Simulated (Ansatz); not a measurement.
PRu:
```xyz
8
Lattice="5.4882 0.0000 0.0000 0.0000 3.1194 0.0000 0.0000 0.0000 6.1444" Properties=species:S:1:pos:R:3 pbc="T T T"
P      3.7867     0.7798     0.3902
P      1.7016     2.3395     5.7543
P      4.4457     2.3395     3.4624
P      1.0426     0.7798     2.6821
Ru     2.7225     0.7798     4.3333
Ru     2.7657     2.3395     1.8111
Ru     0.0216     2.3395     1.2611
Ru     5.4667     0.7798     4.8833
```

Relaxed with PBEsol. Special points in fractions of this cell's reciprocal vectors: Γ (0.000, 0.000, 0.000); X (0.500, 0.000, 0.000); S (0.500, 0.500, 0.000); Y (0.000, 0.500, 0.000); Z (0.000, 0.000, 0.500); U (0.500, 0.000, 0.500); R (0.500, 0.500, 0.500); T (0.000, 0.500, 0.500).

### Question
List the band energies nearest the Fermi level at these points for plane-wave PAW PBEsol with spin–orbit coupling (Ansatz code).

### Answer
In eV from the Fermi level; about four levels below and three above (degenerate sets whole), none deeper than 8.9 eV; points with the same levels are listed once.

```
k                    below                above
-  -----------------------  -------------------
Γ  -0.62 -0.62 -0.49 -0.49  0.53 0.53 1.31 1.31
X  -0.97 -0.97 -0.97 -0.97  0.37 0.37 0.37 0.37
S  -0.86 -0.86 -0.86 -0.86  0.06 0.06 0.06 0.06
Y  -1.33 -1.33 -1.33 -1.33  0.01 0.01 0.01 0.01
Z  -0.79 -0.79 -0.79 -0.79  1.42 1.42 1.42 1.42
U  -0.82 -0.82 -0.82 -0.82  1.16 1.16 1.16 1.16
R  -0.01 -0.01 -0.01 -0.01  0.03 0.03 0.03 0.03
T  -0.03 -0.03 -0.03 -0.03  0.12 0.12 0.12 0.12
```

Space group Pnma. The workflow started from a Materials Project entry (that database holds measured and hypothetical structures alike); the Crystallography Open Database copy checked does not list it. Its standing as an ambient phase is unchecked. The cell was relaxed with PBEsol under the symmetry of its start; its stability against distortions is not shown here. The run is not spin-polarised.

Potentials: the later of the program's two PAW sets.
